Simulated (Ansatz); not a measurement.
ZnHgSe2:
Space group R3m, hexagonal axes (No. 160); a = 4.0981 Å, b = 4.0981 Å, c = 20.2791 Å, α = 90.00°, β = 90.00°, γ = 120.00°

| atom | site | symmetry | x | y | z |
|---|---|---|---|---|---|
| Zn | 3a | 3m | 0.0000 | 0.0000 | 0.4988 |
| Hg | 3a | 3m | 0.0000 | 0.0000 | 0.0030 |
| Se | 3a | 3m | 0.0000 | 0.0000 | 0.1309 |
| Se | 3a | 3m | 0.0000 | 0.0000 | 0.6173 |
(The calculation used a cell of 4 atoms; values per cell refer to that cell.)

Relaxed with LDA.

Problem. Which orbitals make up the states near the Fermi level in LDA in the plane-wave PAW code Ansatz?

Solution. Within 0.5 eV of the Fermi level: Se 4p 84 %, Hg 5d 10 %. Projections are on Löwdin-orthogonalised atomic valence shells; empty p or d shells of many metals are not among them.

Problem. Tabulate the density of states.

Solution. States/eV per cell of 4 atoms, in 0.25 eV bins, energy from the Fermi level.

```csv
E (eV),total,Se 4p,Zn 3d,Hg 5d
-7.85,0.00,0.00,0.00,0.00
-7.60,0.00,0.00,0.00,0.00
-7.35,6.45,0.76,3.74,1.80
-7.10,29.98,2.62,18.49,8.53
-6.85,20.71,0.76,12.92,6.76
-6.60,12.78,0.50,1.79,10.13
-6.35,9.64,0.34,1.11,7.78
-6.10,0.44,0.04,0.04,0.31
-5.85,0.15,0.09,0.00,0.01
-5.60,1.41,0.79,0.05,0.11
-5.35,4.46,2.17,0.18,0.45
-5.10,2.26,1.05,0.12,0.35
-4.85,1.86,0.84,0.10,0.32
-4.60,1.30,0.58,0.08,0.20
-4.35,1.02,0.47,0.07,0.13
-4.10,0.77,0.37,0.05,0.09
-3.85,0.59,0.31,0.04,0.06
-3.60,0.87,0.59,0.04,0.05
-3.35,1.89,1.49,0.07,0.10
-3.10,2.41,1.93,0.07,0.15
-2.85,3.07,2.51,0.09,0.19
-2.60,3.52,2.95,0.10,0.20
-2.35,4.02,3.37,0.11,0.24
-2.10,3.03,2.53,0.09,0.17
-1.85,2.72,2.27,0.08,0.16
-1.60,3.05,2.56,0.08,0.20
-1.35,3.00,2.52,0.06,0.22
-1.10,2.38,1.99,0.04,0.20
-0.85,1.74,1.46,0.03,0.16
-0.60,1.32,1.12,0.02,0.12
-0.35,0.95,0.81,0.01,0.09
-0.10,0.22,0.19,0.00,0.02
0.15,0.01,0.00,0.00,0.00
0.40,0.02,0.01,0.00,0.00
0.65,0.04,0.02,0.00,0.00
0.90,0.08,0.03,0.00,0.00
1.15,0.14,0.05,0.00,0.00
1.40,0.50,0.16,0.00,0.00
1.65,0.79,0.26,0.00,0.00
1.90,1.09,0.37,0.00,0.01
2.15,1.38,0.48,0.00,0.01
2.40,2.00,0.70,0.01,0.01
2.65,1.85,0.56,0.00,0.01
2.90,2.68,0.70,0.01,0.01
3.15,2.56,0.64,0.00,0.01
3.40,1.93,0.39,0.00,0.01
3.65,1.61,0.31,0.00,0.01
3.90,1.68,0.29,0.00,0.00
4.15,1.55,0.25,0.00,0.00
4.40,1.54,0.19,0.00,0.00
4.65,1.91,0.17,0.00,0.00
```

The first step of the workflow began from a Materials Project structure, measured or hypothetical; the Crystallography Open Database copy checked does not list it. Its standing as an ambient phase is unchecked. The LDA relaxation kept the symmetry of its start; its stability against distortions is not shown here. Scalar-relativistic: spin–orbit coupling is off unless named, which matters more the heavier the elements.

Potentials: the later of the program's two PAW sets.
